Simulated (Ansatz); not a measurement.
A relaxed structure of SnO. Space group P4/nmm (No. 129), AFLOW prototype AB_tP4_129_a_c (B10, as in PbO). All values below come from r2SCAN (plane waves to 500 eV, PAW, scalar-relativistic; Ansatz, a first-principles code).

```cif
data_O2Sn2
_chemical_formula_sum 'Sn2 O2'
_space_group_name_H-M_alt 'P4/nmm :1'
_space_group_IT_number 129
_space_group_name_Hall 'P 4ab 2ab -1ab'
_cell_length_a 3.80736
_cell_length_b 3.80736
_cell_length_c 4.93930
_cell_angle_alpha 90.000
_cell_angle_beta 90.000
_cell_angle_gamma 90.000
loop_
_space_group_symop_operation_xyz
  'x, y, z'
  '-y+1/2, x+1/2, z'
  '-x, -y, z'
  'y+1/2, -x+1/2, z'
  'x+1/2, -y+1/2, -z'
  '-y, -x, -z'
  '-x+1/2, y+1/2, -z'
  'y, x, -z'
  '-x+1/2, -y+1/2, -z'
  'y, -x, -z'
  'x+1/2, y+1/2, -z'
  '-y, x, -z'
  '-x, y, z'
  'y+1/2, x+1/2, z'
  'x, -y, z'
  '-y+1/2, -x+1/2, z'
loop_
_atom_site_label
_atom_site_type_symbol
_atom_site_symmetry_multiplicity
_atom_site_Wyckoff_symbol
_atom_site_fract_x
_atom_site_fract_y
_atom_site_fract_z
_atom_site_occupancy
Sn1 Sn 2 c 0.50000 0.00000 0.26770 1
O1 O 2 b 0.50000 0.50000 0.50000 1
```

Q: Estimate the band gap that r2SCAN returns for this input.

A: 0.36 eV, indirect (valence top at Γ, conduction bottom at M) (no spin-orbit coupling).

Q: Give the smallest direct gap at the level r2SCAN.

A: 2.36 eV at 12 % of the way from Γ to Z.

No spin polarisation in the result.

The run could not lose the symmetry of its start; a randomly shaken copy of 8 atoms returns to this structure.

The first start was generated by placing the elements on the sites of a structure type. A measured structure of SnO has the same space group, P4/nmm (No. 129); the sites were not compared with it.
